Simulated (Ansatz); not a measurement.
Here is the system:

TaP:
```cif
data_P2Ta2
_chemical_formula_sum 'Ta2 P2'
_space_group_name_H-M_alt 'P 1'
_space_group_IT_number 1
_cell_length_a 6.10357
_cell_length_b 6.10357
_cell_length_c 6.10357
_cell_angle_alpha 148.536
_cell_angle_beta 148.536
_cell_angle_gamma 45.094
loop_
_space_group_symop_operation_xyz
  'x, y, z'
loop_
_atom_site_label
_atom_site_type_symbol
_atom_site_fract_x
_atom_site_fract_y
_atom_site_fract_z
_atom_site_occupancy
Ta1 Ta 0.99937 0.49937 0.50000 1
Ta2 Ta 0.24937 0.24937 0.00000 1
P1 P 0.41663 0.91663 0.50000 1
P2 P 0.66663 0.66663 0.00000 1
```

This is the PBEsol-relaxed structure.

Problem. All from PBEsol (plane waves, PAW; program Ansatz), unless another level is named. Estimate the highest zone-centre frequency.

Solution. 410 cm^-1.

Problem. Give the bulk modulus (Birch–Murnaghan fit).

Solution. 217 GPa.

Space group I4_1md. The workflow started from a Materials Project entry (that database holds measured and hypothetical structures alike); the Crystallography Open Database copy checked does not list it. COD files the formula under space group No. 141, so this cell is another polymorph or a model. Whether it is the stable phase at ambient conditions was not checked. The PBEsol relaxation kept the symmetry of its start; of distortions, only those at the zone centre were tested. The run is not spin-polarised. As this level gives no gap, phonon frequencies hold no LO–TO term and depend on the k-mesh and smearing (Fermi–Dirac, 0.1 eV here). Scalar-relativistic: spin–orbit coupling is off unless named, which matters more the heavier the elements.

Potentials: the later of the program's two PAW sets.
